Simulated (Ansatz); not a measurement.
BPd$_{2}$ in space group Pnnm (No. 58; Pd on 4g, B on 2a), r²SCAN in the plane-wave PAW code Ansatz, all energies at zero smearing, with the estimated change up to a 700 eV cutoff added, with one set of potentials and settings (totals compare only within such a set). Cell of 6 atoms (4 Pd, 2 B): -28257.798 eV.

```tsv
element	reference phase	E (eV/atom)
Pd	Fm-3m, 1 atoms in the cell	-6985.7456
B	R-3m, 12 atoms in the cell	-156.5544
```

Formation energy per atom, worked out: (-28257.798 − 4×(-6985.7456) − 2×(-156.5544))/6 = -0.285 eV/atom (-27 kJ per mol of atoms), at 0 K, without zero-point energy or fitted corrections.

The workflow started from an entry of the Crystallography Open Database (COD). Its standing as an ambient phase is unchecked. The cell was relaxed with r²SCAN under the symmetry of its start; whether a distortion lowers the energy is not shown. No spin polarisation was allowed. The references are the lowest solids computed at this level, not always the standard phases.

Potentials: the later of the program's two PAW sets.
